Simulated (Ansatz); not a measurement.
BaCuSF in space group P4/nmm (No. 129; Ba on 2c, Cu on 2b, S on 2c, F on 2a) at seven volumes, the program Ansatz at the PBEsol level (PAW), shape and atoms relaxed at each. One row is withheld.

| V (Å³/atom) | P (GPa) |
|---|---|
| 16.597 | 8.30 |
| 17.144 | 5.03 |
| 17.691 | 2.29 |
| 18.238 | 0.00 |
| 18.785 | -1.93 |
| 19.332 | -3.54 |
| 19.879 | ? |

**Question.** Fit the shown pressures and predict the withheld one.

**Answer.** Third-order Birch–Murnaghan: P = (3/2)B₀(x^(7/2) − x^(5/2))[1 + (3/4)(B′ − 4)(x − 1)] with x = (V₀/V)^(2/3). Least squares on the six rows gives V₀ = 18.237 Å³/atom, B₀ = 69.98 GPa, B′ = 4.87. At V = 19.879, x = 0.9441 and P = -4.89 GPa. The run itself gave -4.89 GPa.

The workflow started from a Materials Project entry (that database holds measured and hypothetical structures alike); the Crystallography Open Database copy checked does not list it. Its standing as an ambient phase is unchecked. The PBEsol relaxation kept the symmetry of its start; whether a distortion lowers the energy is not shown. No spin polarisation was allowed. No Hubbard U is applied. Spin–orbit coupling is left out wherever it is not named.

Potentials: the earlier of the program's two PAW sets. The files were generated under PBE; for other functionals the program regenerates the frozen cores, and for LDA and PBEsol the local potential too.
